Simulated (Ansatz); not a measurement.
VBrO:
```cif
data_Br2O2V2
_chemical_formula_sum 'V2 Br2 O2'
_space_group_name_H-M_alt 'P 1'
_space_group_IT_number 1
_cell_length_a 3.41837
_cell_length_b 3.75351
_cell_length_c 8.50285
_cell_angle_alpha 90.000
_cell_angle_beta 90.000
_cell_angle_gamma 90.000
loop_
_space_group_symop_operation_xyz
  'x, y, z'
loop_
_atom_site_label
_atom_site_type_symbol
_atom_site_fract_x
_atom_site_fract_y
_atom_site_fract_z
_atom_site_occupancy
V1 V 0.50000 0.50000 0.39438 1
V2 V 0.00000 0.00000 0.60562 1
Br1 Br 0.00000 0.50000 0.17699 1
Br2 Br 0.50000 0.00000 0.82301 1
O1 O 0.50000 0.00000 0.46158 1
O2 O 0.00000 0.50000 0.53842 1
```
The run is spin-polarised; directions of the spins, atom by atom: ↑ ↑ 0 0 0 0.

Relaxed with r²SCAN+D4.

**Question.** Which orbitals make up the states near the band edges in plane-wave PAW r²SCAN+D4 (Ansatz code)?

**Answer.** Top 1 eV of the valence band: V 3d 81 %, Br 4p 9 %, O 2p 9 %. Bottom 1 eV of the conduction band: V 3d 86 %, O 2p 6 %. Projections are on Löwdin-orthogonalised atomic valence shells; empty p or d shells of many metals are not among them.

**Question.** Tabulate the density of states.

**Answer.** States/eV per cell of 6 atoms, in 0.25 eV bins, energy from the valence-band maximum.

| E (eV) | total | V 3d | Br 4p | O 2p |
|---|---|---|---|---|
| -7.69 | 0.00 | 0.00 | 0.00 | 0.00 |
| -7.44 | 0.69 | 0.13 | 0.02 | 0.50 |
| -7.19 | 1.87 | 0.32 | 0.05 | 1.37 |
| -6.94 | 3.03 | 0.48 | 0.08 | 2.27 |
| -6.69 | 3.10 | 0.51 | 0.09 | 2.31 |
| -6.44 | 2.93 | 0.53 | 0.12 | 2.14 |
| -6.19 | 3.67 | 0.62 | 0.20 | 2.67 |
| -5.94 | 4.07 | 0.80 | 0.34 | 2.79 |
| -5.69 | 6.03 | 1.23 | 0.72 | 3.90 |
| -5.44 | 5.63 | 1.08 | 1.00 | 3.37 |
| -5.19 | 4.91 | 0.78 | 1.57 | 2.35 |
| -4.94 | 4.87 | 0.71 | 1.94 | 2.03 |
| -4.69 | 3.41 | 0.52 | 1.32 | 1.45 |
| -4.44 | 3.53 | 0.50 | 1.56 | 1.37 |
| -4.19 | 4.67 | 0.54 | 2.37 | 1.62 |
| -3.94 | 6.02 | 0.57 | 2.97 | 2.31 |
| -3.69 | 5.45 | 0.53 | 2.86 | 1.90 |
| -3.44 | 6.90 | 0.67 | 4.66 | 1.37 |
| -3.19 | 6.32 | 0.49 | 4.67 | 1.01 |
| -2.94 | 5.95 | 0.47 | 4.53 | 0.83 |
| -2.69 | 5.42 | 0.49 | 4.28 | 0.56 |
| -2.44 | 4.45 | 0.47 | 3.64 | 0.27 |
| -2.19 | 2.44 | 0.27 | 2.02 | 0.13 |
| -1.94 | 0.62 | 0.03 | 0.58 | 0.01 |
| -1.69 | 0.00 | 0.00 | 0.00 | 0.00 |
| -1.44 | 0.25 | 0.23 | 0.01 | 0.01 |
| -1.19 | 1.08 | 0.96 | 0.05 | 0.06 |
| -0.94 | 1.71 | 1.38 | 0.17 | 0.14 |
| -0.69 | 5.95 | 5.00 | 0.53 | 0.35 |
| -0.44 | 3.41 | 2.62 | 0.36 | 0.38 |
| -0.19 | 3.40 | 2.66 | 0.26 | 0.43 |
| 0.06 | 0.20 | 0.15 | 0.01 | 0.03 |
| 0.31 | 1.41 | 1.28 | 0.03 | 0.06 |
| 0.56 | 2.12 | 1.86 | 0.12 | 0.09 |
| 0.81 | 1.84 | 1.54 | 0.11 | 0.13 |
| 1.06 | 1.45 | 1.18 | 0.07 | 0.14 |
| 1.31 | 0.79 | 0.62 | 0.06 | 0.09 |
| 1.56 | 2.19 | 1.95 | 0.05 | 0.10 |
| 1.81 | 2.80 | 2.53 | 0.11 | 0.06 |
| 2.06 | 3.30 | 2.73 | 0.19 | 0.15 |
| 2.31 | 7.25 | 5.78 | 0.55 | 0.47 |
| 2.56 | 7.23 | 5.90 | 0.55 | 0.47 |
| 2.81 | 6.37 | 5.17 | 0.45 | 0.52 |
| 3.06 | 7.33 | 6.05 | 0.35 | 0.60 |
| 3.31 | 7.11 | 5.42 | 0.42 | 0.90 |
| 3.56 | 4.12 | 3.22 | 0.20 | 0.50 |
| 3.81 | 1.98 | 1.49 | 0.09 | 0.27 |
| 4.06 | 3.34 | 2.42 | 0.17 | 0.58 |
| 4.31 | 3.14 | 2.19 | 0.13 | 0.66 |
| 4.56 | 0.22 | 0.15 | 0.01 | 0.05 |
| 4.81 | 0.03 | 0.00 | 0.00 | 0.00 |
| 5.06 | 0.08 | 0.00 | 0.00 | 0.00 |

Space group Pmmn. The workflow started from a Materials Project entry (that database holds measured and hypothetical structures alike); the Crystallography Open Database files this formula in space group No. 59, but the cells were not matched. Whether it is the stable phase at ambient conditions was not checked. Symmetry was held in the r²SCAN+D4 relaxation; its stability against distortions is not shown here. Magnetic state: ferromagnetic, the only order run, not a proven ground state. Other orbital occupations within this spin state were not tried. No Hubbard U is applied. Spin–orbit coupling is left out wherever it is not named.

Potentials: the later of the program's two PAW sets.
